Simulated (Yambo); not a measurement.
G0W0@LDA for SiC (zinc blende, space group F-43m, No. 216) in Yambo. Reference settings: 6×6×6 Γ-centred k mesh, 76 bands and a 14 Ry block in the screening, 76 bands in G with the Bruneval-Gonze terminator, plasmon pole fitted at 27.2 eV. The LDA gap Γ → X on this mesh is 1.31 eV; G0W0 gaps are taken between the same points.

The settings were changed. The gap went from 2.26 eV to 2.07 eV, and the shift of the valence edge from -0.69 eV to -0.41 eV.

### Question
What was changed between the two runs?
(A) 14 bands in W, 14 bands in G, 5 Ry block
(B) 58 bands in W, 58 bands in G, 5 Ry block, no terminator
(C) 4×4×4 mesh
(D) 14 bands in W, 14 bands in G, 2 Ry block

### Answer
B, 58 bands in W, 58 bands in G, 5 Ry block, no terminator. The others gave (gap, valence shift): 4×4×4 mesh: 2.25, -0.70 eV; 14 bands in W, 14 bands in G, 2 Ry block: 1.94, 0.08 eV; 14 bands in W, 14 bands in G, 5 Ry block: 2.16, -0.16 eV.

Geometry relaxed with LDA; primitive cell a = 3.0586 Å, b = 3.0586 Å, c = 3.0586 Å, α = 60.00°, β = 60.00°, γ = 60.00°.

A shift is the quasiparticle energy of the state minus its LDA energy.
